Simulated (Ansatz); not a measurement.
# Calculation log, FeNi₃ (Pm-3m) (relaxation)

Computed with PBEsol, PAW on Ansatz 0.2.0's default frozen-core files (fitted under PBE), scalar-relativistic, spin-polarised; not a measurement.

Command line:

```sh
ansatz run input.yaml --threads 2 --pin off --max-ram 8192MiB --backend cpu --events-out ev --progress --plain --runs-dir out
```

Input:

```yaml
crystal:
  lattice:
    - [3.545, 0.0, 0.0]
    - [0.0, 3.545, 0.0]
    - [0.0, 0.0, 3.545]
  atoms:
    - { symbol: Fe, position: [0.0, 0.0, 0.0], spin: 3.0 }
    - { symbol: Ni, position: [0.0, 0.5, 0.5], spin: 1.5 }
    - { symbol: Ni, position: [0.5, 0.0, 0.5], spin: 1.5 }
    - { symbol: Ni, position: [0.5, 0.5, 0.0], spin: 1.5 }
magnetization:
  spin_polarized: true
kpoints:
  mp_grid: { grid: [10, 10, 10] }
scf:
  occupations: { method: fermi_dirac, width: 0.1 }
hamiltonian:
  xc: pbesol
  pseudopotentials: { kind: paw }
relax:
  f_tol: 0.002
  max_steps: 80
  cell: {}
output:
  forces: true
  stress: true
```

The program printed:

```
Warning: RAYON_NUM_THREADS=2 ignored (pool sized by the plan → 2); use --threads N
Engine: ansatz 0.2.0, aarch64-unknown-linux-gnu
Pseudopotentials: kind: paw
Pseudopotential: Fe, paw, valence charge 16, recommended cutoff 420 eV (normal), Fe.paw.azcp
Pseudopotential: Ni, paw, valence charge 18, recommended cutoff 420 eV (normal), Ni.paw.azcp
Functional definition: PBEsol
  exchange = pbesol_x
  correlation = pbesol_c
Crystal: 4 atoms, lattice volume = 44.550 Å³
Basis set: ecut = 420 eV, 895 PW (Γ), exchange–correlation on 48×48×48 points (8 copies of the dense FFT grid, shifted against one another)
Bands: 47, of which v1, the nominal top of the filled ones, is band 35 counted from 1 (34 counted from 0)
Symmetry: 48 space group operations
Space group: Pm-3m (ITA 221), of the structure as read, at distance tolerance 3.5e-5 Å
Magnetic group: BNS 221.92 (UNI 1594), of the structure as read, at distance tolerance 3.5e-5 Å
k-points: 56 of 1000
Non-local potential: Fe, projectors of the file, l = 0: 3, l = 1: 2, l = 2: 3, l = 3: 1
Non-local potential: Ni, projectors of the file, l = 0: 3, l = 1: 2, l = 2: 3, l = 3: 1
[... 112 lines left out ...]
  E_hartree    = 5097.114641
  E_xc         = -371.925565
  E_vxc        = -481.237359  (∫ρ·V_xc dr)
  E_paw        = -6117.515348  (= ΣΔE_a)
  E_vpaw       = -1863.128058  (= ΣTr[D̂ρ^β])
  E_aug_tail   = 0.002625  (compensation charges beyond the density's cutoff)
  E_ewald      = -11604.458978
  E_core_change = 0.771068  (= ΣΔE_core)
  E_smearing   = -0.100940  (= −TS)
  E_closure    = 0.000000  (closes the sum)
  Σ components = -21864.149766   (vs F -21864.149766, Δ=0.00e0)
--- Forces (eV/Å), atoms counted from 1 ---
  atom   1  Fe     0.00000000     0.00000000     0.00000000
  atom   2  Ni     0.00000000    -0.00000000     0.00000000
  atom   3  Ni     0.00000000     0.00000000    -0.00000000
  atom   4  Ni    -0.00000000    -0.00000000    -0.00000000
  max |Σ_I F_I| component: 8.41e-29 eV/Å
--- Stress (GPa, compression-positive) ---
        0.013355      -0.000000       0.000000
       -0.000000       0.013355      -0.000000
        0.000000      -0.000000       0.013355
  P = ⅓ Tr σ = 0.0134 GPa (0.134 kbar)
--- Relaxed structure (4 steps of the walk, 4 accepted, 1 SCFs on fresh bases) ---
  F+E_penalty+E_count = -21864.14976611 eV   max|allowed force component| = 3.576e-29 eV/Å   (the final SCF, on the basis selected at the relaxed cell)
  cell:  # Å, volume = 42.4665 Å³
    - [3.488847688286394, -1.4444474582904269e-34, 1.2839532962581572e-34]
    - [-4.012354050806741e-34, 3.4888476882863935, 0.0]
    - [1.2839532962581572e-34, 0.0, 3.4888476882863935]
  atoms:
    - { symbol: Fe, position: [-5.659173555429397e-37, 1.6229097688661363e-47, 1.768491736092918e-37] }
    - { symbol: Ni, position: [8.48876033419915e-37, 0.49999999999999994, 0.49999999999999994] }
    - { symbol: Ni, position: [0.5, 5.6591735554475675e-37, 0.49999999999999994] }
    - { symbol: Ni, position: [0.5, 0.49999999999999994, 3.536983472638717e-38] }
```

Self-consistency was reached.

Relaxation:

Relaxation of a crystal by Kohn-Sham DFT from the given cell to forces under 2 meV/angstrom; pressure positive in compression.

| Property | Result |
| --- | --- |
| Energy change | -16.27 meV/atom |
| Volume change | -4.677 % |
| Length change (a, b, c) | -1.584, -1.584, -1.584 % |
| Start pressure | -9.56 GPa |

Limits of these numbers: frozen-core PAW files fitted under PBE, their cores solved anew for the functional of the run; a lower magnetic state may exist.

It took 43 s on 2 threads of Arm Neoverse V2 (shared host), peak memory 0.47 GiB.
